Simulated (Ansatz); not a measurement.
A geometry of GaNi away from equilibrium: step 3 of the relaxation of a relaxed GaNi cell displaced along its unstable phonon at q = (½, ½, 0) of its primitive reciprocal cell (114i cm⁻¹), largest move 0.15 Å. The numbers are results of PBE (plane waves to 420 eV, PAW, scalar-relativistic; Ansatz, a first-principles code), not measurements. Γ-centred k-mesh 13×13×13 on the run's cell (coarser than for final values), Fermi–Dirac smearing 0.05 eV. The plane waves were selected for a different cell earlier on the path.

```
GaNi
1.0
   -2.50666     4.02073     4.99425
    0.00000     0.00000     4.99425
    1.33433     2.06294    -2.49712
Ni Ga
2 2
Direct
  0.00000   0.91493   0.00000
  0.50000   0.08507   0.00000
  0.00000   0.41477   0.00000
  0.50000   0.58523   0.00000
```

**Question.** What forces act on the atoms (eV/Å)?

**Answer.** 
```tsv
atom	Fx	Fy	Fz
Ni1	0.00	0.00	-0.26
Ni2	0.00	0.00	0.26
Ga3	0.00	0.00	-0.32
Ga4	0.00	0.00	0.32
```

The path ends in I4₁/amd (No. 141). No spin polarisation in the result. A magnetic state may lie lower.

The run could not lose the symmetry of its start: the end is stationary, and may be a saddle point rather than a minimum.

The end of the path is a generated cell of GaNi: the first start was made by placing the elements on the sites of a structure type, and the end was not matched to a known phase here, so it may be hypothetical.
